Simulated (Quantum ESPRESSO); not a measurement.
# Band energies of KTlO2

```xyz
4
Lattice="1.7244 0.9956 6.0544 -1.7244 0.9956 6.0544 0.0000 -1.9911 6.0544" Properties=species:S:1:pos:R:3 pbc="T T T"
O      0.0000     0.0000    13.3077
O      0.0000     0.0000     4.8555
K      0.0000     0.0000     9.0816
Tl     0.0000     0.0000     0.0000
```

norm-conserving PBEsol (Quantum ESPRESSO, 84 Ry, with spin-orbit coupling); path ΓLB1,BZΓX,QFP1Z,LP; energies in eV from the valence-band maximum.

```
k (1/Å)  point  band 34  band 35  band 36  band 37  band 38  band 39  band 40  band 41
-------  -----  -------  -------  -------  -------  -------  -------  -------  -------
0.00         Γ    -0.13     0.91     0.91     5.03     5.03     6.20     6.20     9.12
0.21              -0.17     1.41     1.41     5.30     5.30     6.35     6.35     8.87
0.53              -0.15     2.66     2.66     5.84     5.84     7.10     7.10     7.96
0.85              -0.08     3.50     3.50     5.41     5.41     6.82     6.82     8.76
1.07         L    -0.06     3.72     3.72     5.21     5.21     6.62     6.62     9.12
1.40              -0.31     3.85     3.85     6.07     6.07     7.11     7.11     8.66
1.74        B1    -0.35     4.03     4.03     6.98     6.98     7.48     7.48     7.86
1.74         B    -0.35     4.03     4.03     6.98     6.98     7.48     7.48     7.86
1.84              -0.32     3.99     3.99     6.92     6.92     7.28     7.28     7.71
2.16              -0.26     3.40     3.40     6.45     6.45     7.16     7.16     7.81
2.47              -0.19     2.50     2.50     5.42     5.42     6.78     6.78     7.91
2.68              -0.10     2.09     2.09     4.65     4.65     6.18     6.18     8.64
2.89         Z     0.00     1.95     1.95     4.28     4.28     5.97     5.97     9.01
3.02              -0.02     1.80     1.80     4.40     4.40     6.00     6.00     9.04
3.41         Γ    -0.13     0.91     0.91     5.03     5.03     6.20     6.20     9.12
3.61              -0.19     1.39     1.39     5.30     5.30     6.34     6.34     8.88
3.93              -0.44     2.70     2.70     6.02     6.02     6.98     6.98     7.86
4.24              -0.51     3.56     3.56     6.35     6.35     7.31     7.31     7.80
4.45              -0.44     3.88     3.88     6.65     6.65     7.51     7.51     8.01
4.65         X    -0.33     4.03     4.03     6.97     6.97     7.55     7.55     7.88
4.65         Q    -0.33     4.03     4.03     6.97     6.97     7.55     7.55     7.88
5.00              -0.23     3.69     3.69     6.32     6.32     6.40     6.40     8.49
5.23         F    -0.23     3.49     3.49     6.01     6.01     6.09     6.09     8.76
5.23        P1    -0.19     3.53     3.53     5.67     5.67     6.44     6.44     8.72
5.39              -0.22     3.38     3.38     5.82     5.82     6.60     6.60     8.43
5.64              -0.24     2.89     2.89     5.84     5.84     6.92     6.92     7.95
5.81              -0.21     2.48     2.48     5.39     5.39     6.72     6.72     8.00
6.06              -0.08     2.04     2.04     4.52     4.52     6.10     6.10     8.78
6.22         Z     0.00     1.95     1.95     4.28     4.28     5.97     5.97     9.01
6.22         L    -0.06     3.72     3.72     5.21     5.21     6.62     6.62     9.12
6.57         P    -0.19     3.53     3.53     5.67     5.67     6.44     6.44     8.72
```

The PBEsol gap is indirect, 0.91 eV, from Z to Γ; the smallest direct gap is 1.04 eV.

Geometry relaxed with PBEsol.

The structure is a Materials Project entry; no match was found in the copy of COD used, and its stability was not checked.
